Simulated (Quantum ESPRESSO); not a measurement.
MoSnLiAl2Sc2Pd, input and log of a self-consistent run

Computed values, not a measurement. The program is pw.x of Quantum ESPRESSO 7.5 (plane-wave density functional theory). The cell is made up: eight metal atoms on a face-centred cubic lattice, with elements, volume, strain and displacements drawn at random and not relaxed, so it may be unstable or far from any real phase. PseudoDojo standard norm-conserving files set the functional (PBE unless stated); there is no spin polarisation or spin-orbit coupling, the Fermi-Dirac width of 0.25 eV means electrons at about 2900 K, and the masses in the input are unused placeholders. The tin pseudopotential is less sure than most, with forces differing by about three percent from a second method on plain tin. A spin test at this wide smearing found no moment, but such smearing suppresses magnetism that the real alloy may have.

Input:

```
&control calculation='scf', pseudo_dir='./dojo.nc.sr.pbe.v0_5.standard.upf', outdir='./o', disk_io='minimal', tprnfor=.true., tstress=.true. /
&system ibrav=0, nat=8, ntyp=6, nbnd=52, ecutwfc=82.02448710, nosym=.true., tot_charge=0,
 occupations='smearing', smearing='fd', degauss=0.0183746611
/
&electrons conv_thr=1.470e-08, electron_maxstep=70, mixing_beta=0.5 /
ATOMIC_SPECIES
Al 1.0 Al.upf
Li 1.0 Li.upf
Mo 1.0 Mo.upf
Pd 1.0 Pd.upf
Sc 1.0 Sc.upf
Sn 1.0 Sn.upf
CELL_PARAMETERS angstrom
-4.2312 0.0 0.0
0.0 -4.2312 4.2312
0.0 6.3467 2.1156
ATOMIC_POSITIONS angstrom
Mo -0.1311 -0.0707 0.0321
Sn 0.028 2.0902 2.2527
Li 0.0302 -2.1241 1.9614
Al 0.119 -0.0077 4.3277
Al -2.2051 4.1005 2.0156
Sc -2.2296 0.0493 2.1289
Sc -2.0443 1.8518 4.1995
Pd -2.0905 -2.1426 4.2411
K_POINTS automatic
6 5 4 1 1 1
```

The log is shortened where brackets say so; the opening notice, blank lines, dates and the lines on written files are dropped, and the path of the files is cut. It prints rydbergs, bohrs and kilobars, and counts compression as positive stress. Its total energy is the free energy E - TS of the whole cell.

```
     Program PWSCF v.7.5
     Parallel version (MPI & OpenMP), running on       4 processor cores
     Number of MPI processes:                 4
     Threads/MPI process:                     1
     [start-up lines left out]
     bravais-lattice index     =            0
     lattice parameter (alat)  =       7.9958  a.u.
     unit-cell volume          =    1022.3795 (a.u.)^3
     number of atoms/cell      =            8
     number of atomic types    =            6
     number of electrons       =        77.00
     number of Kohn-Sham states=           52
     kinetic-energy cutoff     =      82.0245  Ry
     charge density cutoff     =     328.0979  Ry
     scf convergence threshold =      1.5E-08
     mixing beta               =       0.5000
     number of iterations used =            8  plain     mixing
     Exchange-correlation= PBE
                           (   1   4   3   4   0   0   0)
     [axes and pseudopotential details left out]
   Cartesian axes
     site n.     atom                  positions (alat units)
         1        Mo     tau(   1) = (  -0.0309841  -0.0167092   0.0075865  )
         2        Sn     tau(   2) = (   0.0066175   0.4939970   0.5324022  )
         3        Li     tau(   3) = (   0.0071375  -0.5020089   0.4635564  )
         4        Al     tau(   4) = (   0.0281244  -0.0018198   1.0228068  )
         5        Al     tau(   5) = (  -0.5211524   0.9691104   0.4763660  )
         6        Sc     tau(   6) = (  -0.5269427   0.0116515   0.5031433  )
         7        Sc     tau(   7) = (  -0.4831490   0.4376536   0.9925080  )
         8        Pd     tau(   8) = (  -0.4940679  -0.5063812   1.0023398  )
     number of k points=    60  Fermi-Dirac smearing, width (Ry)=  0.0184
                       cart. coord. in units 2pi/alat
        k(    1) = (  -0.0833333   0.0375004   0.1375004), wk =   0.0333333
        k(    2) = (  -0.0833333   0.1625019   0.2625019), wk =   0.0333333
     [further k points left out]
     Dense  grid:   102567 G-vectors     FFT dimensions: (  48,  72,  75)
     Estimated max dynamical RAM per process >     315.18 MB
     Estimated total dynamical RAM >       1.16 GB
     Initial potential from superposition of free atoms
     starting charge      76.9821, renormalised to      77.0000
     Starting wfcs are   58 randomized atomic wfcs
     total cpu time spent up to now is        9.4 secs
     per-process dynamical memory:   253.9 Mb
     Self-consistent Calculation
     iteration #  1     ecut=    82.02 Ry     beta= 0.50
     Davidson diagonalization with overlap
     ethr =  1.00E-02,  avg # of iterations =  3.2
     total cpu time spent up to now is       34.5 secs
     total energy              =    -777.03386009 Ry
     estimated scf accuracy    <      14.25139471 Ry
     iteration #  2     ecut=    82.02 Ry     beta= 0.50
     Davidson diagonalization with overlap
     ethr =  1.00E-02,  avg # of iterations =  3.0
     total cpu time spent up to now is       61.4 secs
     total energy              =    -784.84398370 Ry
     estimated scf accuracy    <      36.39552628 Ry
     iteration #  3     ecut=    82.02 Ry     beta= 0.50
     Davidson diagonalization with overlap
     ethr =  1.00E-02,  avg # of iterations =  2.3
     total cpu time spent up to now is       84.1 secs
     total energy              =    -786.81797902 Ry
     estimated scf accuracy    <       5.47461365 Ry
     iteration #  4     ecut=    82.02 Ry     beta= 0.50
     Davidson diagonalization with overlap
     ethr =  7.11E-03,  avg # of iterations =  1.4
     total cpu time spent up to now is      100.3 secs
     total energy              =    -786.74945987 Ry
     estimated scf accuracy    <       2.69637902 Ry
     iteration #  5     ecut=    82.02 Ry     beta= 0.50
     Davidson diagonalization with overlap
     ethr =  3.50E-03,  avg # of iterations =  2.4
     total cpu time spent up to now is      117.9 secs
     total energy              =    -786.44026349 Ry
     estimated scf accuracy    <       1.99894547 Ry
     [iterations 6 to 13 left out]
     iteration # 14     ecut=    82.02 Ry     beta= 0.50
     Davidson diagonalization with overlap
     ethr =  6.49E-08,  avg # of iterations =  2.1
     total cpu time spent up to now is      279.1 secs
     total energy              =    -786.47923819 Ry
     estimated scf accuracy    <       0.00000096 Ry
     iteration # 15     ecut=    82.02 Ry     beta= 0.50
     Davidson diagonalization with overlap
     ethr =  1.25E-09,  avg # of iterations =  5.5
     total cpu time spent up to now is      302.5 secs
     total energy              =    -786.47923870 Ry
     estimated scf accuracy    <       0.00000065 Ry
     iteration # 16     ecut=    82.02 Ry     beta= 0.50
     Davidson diagonalization with overlap
     ethr =  8.50E-10,  avg # of iterations =  1.6
     total cpu time spent up to now is      316.9 secs
     total energy              =    -786.47923877 Ry
     estimated scf accuracy    <       0.00000003 Ry
     iteration # 17     ecut=    82.02 Ry     beta= 0.50
     Davidson diagonalization with overlap
     ethr =  3.96E-11,  avg # of iterations =  4.3
     total cpu time spent up to now is      336.8 secs
     total energy              =    -786.47923877 Ry
     estimated scf accuracy    <       0.00000002 Ry
     iteration # 18     ecut=    82.02 Ry     beta= 0.50
     Davidson diagonalization with overlap
     ethr =  2.66E-11,  avg # of iterations =  1.1
     total cpu time spent up to now is      352.1 secs
     End of self-consistent calculation
     [lines on levels left out]
!    total energy              =    -786.47923878 Ry
     estimated scf accuracy    <          4.5E-10 Ry
     smearing contrib. (-TS)   =      -0.09787692 Ry
     internal energy E=F+TS    =    -786.38136185 Ry
     The total energy is F=E-TS. E is the sum of the following terms:
     one-electron contribution =    -372.60297997 Ry
     hartree contribution      =     215.38235469 Ry
     xc contribution           =    -147.19056545 Ry
     ewald contribution        =    -481.97017112 Ry
     convergence has been achieved in  18 iterations
     Forces acting on atoms (cartesian axes, Ry/au):
     atom    1 type  3   force =     0.01426199   -0.00445576   -0.02678479
     atom    2 type  6   force =    -0.01922958   -0.00599367   -0.04260450
     atom    3 type  2   force =    -0.00853652   -0.00616437    0.02060858
     atom    4 type  1   force =    -0.03063591   -0.02966484    0.01179810
     atom    5 type  1   force =     0.02375230    0.03125050    0.01171980
     atom    6 type  5   force =     0.03105709   -0.07090621   -0.06353171
     atom    7 type  5   force =    -0.00961452    0.06814966    0.08608146
     atom    8 type  4   force =    -0.00105484    0.01778469    0.00271305
     Total force =     0.172723     Total SCF correction =     0.000056
     Computing stress (Cartesian axis) and pressure
          total   stress  (Ry/bohr**3)                   (kbar)     P=      -17.90
  -0.00020407   0.00000342  -0.00003916          -30.02        0.50       -5.76
   0.00000342  -0.00015483  -0.00014457            0.50      -22.78      -21.27
  -0.00003916  -0.00014457  -0.00000624           -5.76      -21.27       -0.92
     init_run     :      8.81s CPU      9.15s WALL (       1 calls)
     electrons    :    341.87s CPU    342.80s WALL (       1 calls)
     forces       :      2.47s CPU      2.50s WALL (       1 calls)
     stress       :      8.15s CPU      8.15s WALL (       1 calls)
     [timing details left out]
     PWSCF        :   6m 1.55s CPU   6m 2.92s WALL
     JOB DONE.
```

In other units: free energy -10700.595 eV for the cell, pressure -1.79 GPa, largest force component 2.213 eV/Å in size. The run took 365 s of wall time with four MPI processes on a shared machine (Intel Xeon, 2023 or later, virtual cores), so the time is rough. A rerun of this cell at a higher cutoff and on a denser mesh moved values by no more than 0.002 eV in energy, 0.02 GPa in stress and 0.003 eV/Å in force, and a second program with other atomic files agreed on that cell to 2 % rms in force and 0.5 GPa in pressure.